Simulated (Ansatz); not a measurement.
GeMo2C:
```cif
data_C2Ge2Mo4
_chemical_formula_sum 'Ge2 Mo4 C2'
_space_group_name_H-M_alt 'P 1'
_space_group_IT_number 1
_cell_length_a 3.13266
_cell_length_b 3.13266
_cell_length_c 12.64134
_cell_angle_alpha 90.000
_cell_angle_beta 90.000
_cell_angle_gamma 120.000
loop_
_space_group_symop_operation_xyz
  'x, y, z'
loop_
_atom_site_label
_atom_site_type_symbol
_atom_site_fract_x
_atom_site_fract_y
_atom_site_fract_z
_atom_site_occupancy
Ge1 Ge 0.66667 0.33333 0.25000 1
Ge2 Ge 0.33333 0.66667 0.75000 1
Mo1 Mo 0.66667 0.33333 0.91094 1
Mo2 Mo 0.33333 0.66667 0.08906 1
Mo3 Mo 0.33333 0.66667 0.41094 1
Mo4 Mo 0.66667 0.33333 0.58906 1
C1 C 0.00000 0.00000 0.00000 1
C2 C 0.00000 0.00000 0.50000 1
```

Relaxed with PBE.

**Question.** Which orbitals make up the states near the Fermi level in the program Ansatz at the PBE level (PAW)?

**Answer.** Within 0.5 eV of the Fermi level: Mo 4d 81 %, Ge 4p 10 %. Projections are on Löwdin-orthogonalised atomic valence shells; empty p or d shells of many metals are not among them.

**Question.** Tabulate the density of states.

**Answer.** States/eV per cell of 8 atoms, in 0.25 eV bins, energy from the Fermi level.

```tsv
E (eV)	total	Mo 4d	C 2p	Ge 4p
-7.85	0.63	0.19	0.01	0.01
-7.60	0.05	0.02	0.01	0.01
-7.35	0.26	0.09	0.08	0.03
-7.10	0.92	0.37	0.30	0.11
-6.85	3.22	1.34	1.17	0.24
-6.60	4.42	1.80	1.67	0.31
-6.35	4.97	2.00	2.02	0.27
-6.10	2.47	1.03	1.03	0.11
-5.85	2.56	1.21	1.06	0.07
-5.60	5.55	2.53	2.34	0.22
-5.35	7.01	3.37	2.95	0.34
-5.10	14.51	6.80	6.66	0.56
-4.85	2.62	1.06	1.13	0.31
-4.60	1.63	0.64	0.26	0.62
-4.35	2.98	1.33	0.32	1.13
-4.10	5.79	3.87	0.31	1.32
-3.85	6.52	4.52	0.20	1.53
-3.60	4.19	2.52	0.19	1.24
-3.35	7.25	3.65	0.49	2.56
-3.10	9.04	4.61	0.60	3.16
-2.85	3.54	2.60	0.14	0.64
-2.60	2.07	1.73	0.04	0.23
-2.35	1.98	1.66	0.03	0.23
-2.10	2.40	2.02	0.04	0.27
-1.85	3.77	3.20	0.08	0.40
-1.60	4.57	3.75	0.13	0.58
-1.35	2.97	2.27	0.14	0.44
-1.10	3.15	2.37	0.19	0.43
-0.85	4.27	3.42	0.19	0.48
-0.60	5.12	4.22	0.20	0.50
-0.35	4.34	3.44	0.20	0.48
-0.10	4.38	3.47	0.21	0.48
0.15	4.69	3.73	0.25	0.47
0.40	6.74	5.57	0.33	0.49
0.65	6.55	5.65	0.31	0.34
0.90	7.72	6.74	0.28	0.45
1.15	6.08	4.95	0.38	0.47
1.40	5.47	4.02	0.41	0.69
1.65	4.81	3.30	0.34	0.80
1.90	4.91	3.20	0.37	0.89
2.15	5.86	3.59	0.54	0.94
2.40	5.12	3.03	0.49	0.91
2.65	4.07	2.04	0.66	0.82
2.90	3.61	1.71	0.64	0.69
3.15	4.28	2.05	0.77	0.71
3.40	4.06	1.93	0.76	0.63
3.65	6.50	2.96	1.41	1.07
3.90	5.40	2.28	1.30	0.97
4.15	5.46	2.29	1.27	0.99
4.40	3.69	1.45	0.72	0.75
4.65	3.56	1.28	0.63	0.64
```

Space group P6_3/mmc. The start of the workflow was typed in or built on a structure type; neither database checked (COD, Materials Project) lists it. Its standing as an ambient phase is unchecked. The cell was relaxed with PBE under the symmetry of its start; its stability against distortions is not shown here. No spin polarisation was allowed. Scalar-relativistic: spin–orbit coupling is off unless named, which matters more the heavier the elements.

Potentials: the later of the program's two PAW sets.
